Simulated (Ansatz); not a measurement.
A relaxed structure of KTaO3. Space group Pm-3m (No. 221), cubic perovskite type. Level of theory: r2SCAN (plane waves to 500 eV, PAW, scalar-relativistic; Ansatz, a first-principles code).

```cif
data_KO3Ta
_chemical_formula_sum 'K1 Ta1 O3'
_space_group_name_H-M_alt 'Pm-3m'
_space_group_IT_number 221
_space_group_name_Hall '-P 4 2 3'
_cell_length_a 3.99012
_cell_length_b 3.99012
_cell_length_c 3.99012
_cell_angle_alpha 90.000
_cell_angle_beta 90.000
_cell_angle_gamma 90.000
loop_
_atom_site_label
_atom_site_type_symbol
_atom_site_symmetry_multiplicity
_atom_site_Wyckoff_symbol
_atom_site_fract_x
_atom_site_fract_y
_atom_site_fract_z
_atom_site_occupancy
K1 K 1 a 0.00000 0.00000 0.00000 1
Ta1 Ta 1 b 0.50000 0.50000 0.50000 1
O1 O 3 c 0.00000 0.50000 0.50000 1
```

```json
{
  "volume_per_atom": "12.71 Å³",
  "band_gap": "2.63 eV, indirect (valence top at R, conduction bottom at Γ) (no spin-orbit coupling)",
  "smallest_direct_gap": "3.27 eV at Γ",
  "shortest_distances": "O–Ta 2.00 Å; K–O 2.82 Å; O–O 2.82 Å; K–Ta 3.46 Å",
  "k-mesh": "8×8×8"
}
```

No spin polarisation in the result.

The run could not lose the symmetry of its start.

All atoms sit on sites fixed by symmetry, so only the cell could relax.
